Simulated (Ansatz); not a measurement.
Total density of states per atom from the program Ansatz at the r²SCAN level (PAW), in 0.25 eV bins, energy from the valence-band maximum:

```
E (eV) | states/eV/atom
    -7.85 |  0.00
    -7.60 |  0.00
    -7.35 |  0.00
    -7.10 |  0.00
    -6.85 |  0.00
    -6.60 |  0.00
    -6.35 | ###### 0.33
    -6.10 | ################## 1.03
    -5.85 | ########### 0.64
    -5.60 | ## 0.10
    -5.35 | ############ 0.68
    -5.10 | ##### 0.29
    -4.85 | ### 0.20
    -4.60 | ### 0.16
    -4.35 | ### 0.15
    -4.10 | ### 0.16
    -3.85 | #### 0.24
    -3.60 | ####### 0.42
    -3.35 | ################ 0.94
    -3.10 | ########### 0.62
    -2.85 | ############ 0.70
    -2.60 | ################### 1.08
    -2.35 | ################## 1.05
    -2.10 | ######################## 1.38
    -1.85 | ################### 1.06
    -1.60 | ############## 0.80
    -1.35 | ############# 0.76
    -1.10 | ####### 0.37
    -0.85 | ######## 0.45
    -0.60 | #### 0.21
    -0.35 | ### 0.15
    -0.10 | # 0.04
     0.15 |  0.00
     0.40 |  0.00
     0.65 |  0.00
     0.90 |  0.00
     1.15 |  0.00
     1.40 |  0.02
     1.65 | # 0.03
     1.90 | #### 0.25
     2.15 | ########### 0.63
     2.40 | ##################### 1.20
     2.65 | ################# 0.95
     2.90 | ########## 0.57
     3.15 | #### 0.25
     3.40 | ## 0.10
     3.65 | ## 0.10
     3.90 | ######## 0.44
     4.15 | ############### 0.84
     4.40 | ############## 0.78
     4.65 | ############# 0.76
     4.90 | ############################## 1.71
     5.15 | ############## 0.80
     5.40 | #### 0.25
     5.65 | ### 0.18
```

Question: Which compound is it?
(A) InSe, P6_3/mmc (In on 4f, Se on 4f)
(B) CuSe, Cmcm (Cu on 8f, Cu on 4c, Se on 4c, Se on 8f)
(C) Y3In5, Cmcm (Pearson symbol oS32)
(D) In3Co, P4_2/mnm (In on 4c, In on 8j, Co on 4f)

Answer: A, InSe, P6_3/mmc (In on 4f, Se on 4f). Top 1 eV of the valence band: Se 4p 68 %, In 5p 21 %, In 5s 8 %. Bottom 1 eV of the conduction band: In 5p 32 %, Se 4p 30 %, In 5s 25 %, Se 4s 10 %. Projections are on Löwdin-orthogonalised atomic valence shells; empty p or d shells of many metals are not among them.

The cell was relaxed with r²SCAN under the symmetry of its start. A crystal of weakly bound layers computed without a dispersion correction: the cell and the soft elastic constants depend strongly on that. Scalar-relativistic: spin–orbit coupling is off unless named, which matters more the heavier the elements.

Potentials: the earlier of the program's two PAW sets.
